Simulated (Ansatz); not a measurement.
input.yaml (Ansatz)

```yaml
crystal:
  lattice:
    - [14.0, 0.0, 0.0]
    - [0.0, 14.4, 0.0]
    - [0.0, 0.0, 14.8]
  atoms:
    - { symbol: Mg, position: [0.5, 0.5, 0.5], spin: 0.01 }
  symmetry: { detect: false, time_reversal: true }
hamiltonian:
  xc: lda
  pseudopotentials:
    kind: paw
    azcp:
      Mg: "pseudopotentials/Mg.paw.azcp"
basis:
  ecutwfc: 420
  fft_grid_basis: typed
kpoints:
  mp_grid: { grid: [1, 1, 1], shift: [0, 0, 0] }
magnetization:
  spin_polarized: true
scf:
  occupations: { method: fermi_dirac, width: 0.01 }
```

and its output:

```
Warning: the record states the generating functional pbe (its physics header spells it `PBE`), which answers neither for hamiltonian.xc's functional nor for the lda family's — results may be inconsistent (PPs are generated against a specific XC)
Engine: ansatz 0.2.0, aarch64-unknown-linux-gnu
Pseudopotentials: kind: paw
Pseudopotential: Mg, paw, valence charge 10, recommended cutoff 420 eV (normal) 
Functional definition: SPW92
  exchange = slater_x
  correlation = pw_c
Crystal: 1 atoms, lattice volume = 2983.680 Å³
Basis set: ecut = 420 eV, 58327 PW (Γ)
Bands: 10, of which v1, the nominal top of the filled ones, is band 5 counted from 1 (4 counted from 0)
Symmetry: 1 space group operations
k-points: 1
Non-local potential: Mg, projectors of the file, l = 0: 3, l = 1: 2, l = 2: 1
PAW form: soft (Blöchl's): semilocal exchange-correlation on the pseudo side does not see the compensation charge
PAW frozen core: Mg, regenerated for the run's functional, and the local potential with it (the file was generated under x = pbe(κ = 0.804, μ = 0.2195149727645171), c = pbe(β = 0.06672455060314922))
PAW one-centre angular grid: Mg, 110 points (default); XC on 64 Gauss nodes
Initial density: superposition of atomic densities (neutral atoms: chi_scale 0, normalization atom)
Starting moments: Σ|m| = 0.01 μB on 1 of 1 site
Initial wavefunctions: pseudopotential atomic-orbital guess
Functional: x = slater, c = lda
iter 1 solved again at ethr=2.54e-5 eV; its pass at ethr=3.10e-3 eV (dr2=2.54e-3 eV) is discarded
SCF iter   1: F=—  HF=-1899.839961 eV  |F-HF|=—  |Δ(HF+E_count)|=         —  Δρ=3.23e-4 (↑3.23e-4 ↓1.84e-4)  dr2=2.52e-3  dr2_m=2.03e-4  M=0.000 μB ∫|m|=0.000 μB  β_m=0.30  ethr=2.54e-5  ⟨swp⟩=3.0  Hψ=256  notcnv=0
spin=Collinear: Resta preconditioning applied to the charge; magnetization (m = ρ↑ − ρ↓) channel mixes plain (no charge-response kernel on spin).
SCF iter   2: F=—  HF=-1899.837516 eV  |F-HF|=—  |Δ(HF+E_count)|=   2.44e-3  Δρ=1.86e-4 (↑1.86e-4 ↓9.43e-5)  dr2=8.20e-4  dr2_m=1.02e-4  M=0.000 μB ∫|m|=0.000 μB  β_m=0.30  ethr=2.52e-5  ⟨swp⟩=3.0  Hψ=40  notcnv=0
SCF iter   3: F=—  HF=-1899.836571 eV  |F-HF|=—  |Δ(HF+E_count)|=   9.45e-4  Δρ=5.44e-5 (↑3.59e-5 ↓5.44e-5)  dr2=5.50e-5  dr2_m=5.09e-5  M=0.000 μB ∫|m|=0.000 μB  β_m=0.30  ethr=8.20e-6  ⟨swp⟩=5.0  Hψ=54  notcnv=0
SCF iter   4: F=—  HF=-1899.836565 eV  |F-HF|=—  |Δ(HF+E_count)|=   6.52e-6  Δρ=3.31e-5 (↑3.31e-5 ↓2.82e-5)  dr2=7.89e-7  dr2_m=2.55e-5  M=0.000 μB ∫|m|=0.000 μB  β_m=0.30  ethr=5.50e-7  ⟨swp⟩=3.0  Hψ=38  notcnv=0
SCF iter   5: F=—  HF=-1899.836567 eV  |F-HF|=—  |Δ(HF+E_count)|=   2.10e-6  Δρ=2.17e-5 (↑2.17e-5 ↓2.17e-5)  dr2=2.56e-7  dr2_m=1.28e-5  M=0.000 μB ∫|m|=0.000 μB  β_m=0.30  ethr=1.00e-9  ⟨swp⟩=2.5  Hψ=41  notcnv=0
SCF iter   6: F=—  HF=-1899.836568 eV  |F-HF|=—  |Δ(HF+E_count)|=   1.47e-6  Δρ=1.54e-5 (↑1.52e-5 ↓1.54e-5)  dr2=8.84e-10  dr2_m=6.40e-6  M=0.000 μB ∫|m|=0.000 μB  β_m=0.30  ethr=1.00e-9  ⟨swp⟩=2.0  Hψ=37  notcnv=0
Mixer restart at iter 6: flushing history
spin-set hold released at iteration 6 (site moments contracting): the magnetisation degrees of freedom join the quasi-Newton model from the next iteration; the mixer history was flushed
SCF iter   7: F=—  HF=-1899.836569 eV  |F-HF|=—  |Δ(HF+E_count)|=   5.74e-7  Δρ=1.09e-5 (↑1.08e-5 ↓1.09e-5)  dr2=3.47e-10  dr2_m=3.21e-6  M=0.000 μB ∫|m|=0.000 μB  β_m=0.65  ethr=8.84e-12  ⟨swp⟩=3.0  Hψ=46  notcnv=0
SCF iter   8: F=—  HF=-1899.836569 eV  |F-HF|=—  |Δ(HF+E_count)|=   5.81e-7  Δρ=6.63e-8 (↑6.63e-8 ↓6.19e-8)  dr2=1.14e-11  dr2_m=1.12e-10  M=0.000 μB ∫|m|=0.000 μB  β_m=0.81  ethr=3.47e-12  ⟨swp⟩=3.0  Hψ=48  notcnv=0
iter 9 did not close the SCF: its close was put off for the exchange–correlation potential of the local minority spin (scf_convergence_deferred on its scf_iter line)
SCF iter   9: F=-1899.836569 eV  HF=-1899.836569 eV  |F-HF|=1.02e-11  |Δ(HF+E_count)|=  1.76e-10  Δρ=1.36e-8 (↑1.36e-8 ↓1.32e-8)  dr2=1.87e-13  dr2_m=4.85e-12  M=0.000 μB ∫|m|=0.000 μB  β_m=0.91  ethr=1.00e-12  ⟨swp⟩=2.0  Hψ=38  notcnv=0
SCF iter  10: F=-1899.836569 eV  HF=-1899.836569 eV  |F-HF|=2.27e-13  |Δ(HF+E_count)|=  3.31e-10  Δρ=1.86e-9 (↑1.85e-9 ↓1.86e-9)  dr2=2.34e-13  dr2_m=3.51e-16  M=0.000 μB ∫|m|=0.000 μB  ethr=1.00e-12  ⟨swp⟩=1.0  Hψ=48  notcnv=0
SCF 1 converged in 10 iterations: F = -1899.836569 eV  dr2 = 2.34e-13
iteration 10: the least curvature of the free energy that was read at this close is 0.688 (0.688 in the run's own bands): not negative
WARN: the starting moments were not kept: the SCF closed with an absolute magnetisation of 3.7e-8 μB, where they sum to 0.01 μB in size (1 site). That is at most 0.1 of that sum. Measured as dr2_m measures the in/out step, that magnetisation stands 6.0e-17 eV from none, at or under the dr2_threshold of 1.0e-7 eV: it is no larger than a step whose dr2_m would equal this threshold. The system may hold no moment; this SCF shows only that its start led to no more than that. To try another start: raise the starting moments (crystal.atoms[].spin, magnetization.per_species, magnetization.initial_magnetization, or on a non-collinear deck that types none of these the spinor_matrix: blocks that start its atoms; where the total moment is fixed, keep their sum and leave initial_magnetization as it is; typed ones take the place of any that the run laid by itself, positive ones on a crystal's lanthanoids without a Hubbard term where scf.initial_density.shell_occupations: [] is typed) or, if the notice of its spin-set hold's release reads "site moments contracting" or "site moments show no strong build", lengthen the hold (scf.mixing.spin_hold: { on: { confirm: 4 } }; for m-r²SCAN on two components see the key's manual first). Each may lead to a state that holds a moment. A second SCF, from the converged charge density, with the starting moments and any scf.initial_density.shell_occupations laid on it anew, would have followed, and was not run: the deck does not ask for one (magnetization.retry_lost_moments is false, the default). To let it run, set magnetization.retry_lost_moments: true and run the deck again, where that key's refused combinations let it; where memory then withholds it, that run's warning says so.
SCF converged after 10 iterations
Magnetization: 0.0000 μB (5.0000 up, 5.0000 down)
Absolute magnetization: 0.0000 μB (∫|ρ↑−ρ↓|, with the PAW one-centre terms)
Spin contamination: 0.0000 ħ² per cell (⟨S²⟩ above its minimum at these occupations)
Per-site moments (μB) at R_I (Å): [(-1.8108534651543718e-10, 5.775)]
Free energy (F): -1899.836569 eV
Harris-Foulkes:  -1899.836569 eV  (|F-HF|=2.27e-13)
Internal energy: -1899.836569 eV  (E = F + TS)
E sigma→0 (E₀):  -1899.836569 eV
Fermi energy:    -3.001707 eV
--- Per-component energies (eV) ---
  E_band       = -447.784169
  E_kinetic    = 72.445461
  E_local      = -2708.563940  (includes V_loc(G=0)·N_el)
  E_nonlocal   = 98.853844
  E_hartree    = 1077.065113
  E_xc         = -25.105151
  E_vxc        = -32.621182  (∫ρ·V_xc dr)
  E_paw        = -272.895796  (= ΣΔE_a)
  E_vpaw       = -32.028550  (= ΣTr[D̂ρ^β])
  E_aug_tail   = 0.000000  (compensation charges beyond the density's cutoff)
  E_ewald      = -141.786580
  E_core_change = 0.150479  (= ΣΔE_core)
  E_smearing   = -0.000000  (= −TS)
  E_closure    = -0.000000  (closes the sum)
  Σ components = -1899.836569   (vs F -1899.836569, Δ=0.00e0)
--- Band table (eV) ---
  k-point 0 ↑: bands = ["-79.2203", "-46.6570", "-46.6570", "-46.6570", "-4.7007", "-1.2925", "-1.2918", "-1.2909", "-0.1229", "0.5333"]
  k-point 0 ↓: bands = ["-79.2203", "-46.6570", "-46.6570", "-46.6570", "-4.7007", "-1.2925", "-1.2918", "-1.2909", "-0.1229", "0.5333"]
```

Launched by

```sh
ansatz run input.yaml --threads 4 --pin off --max-ram 8192MiB --backend cpu --events-out ev --progress --plain --runs-dir out
```

On 4 threads of Arm Neoverse V2 (shared host) this took about 7.5 s of wall time and 26 s of CPU time, with 1.3 GiB at the peak.
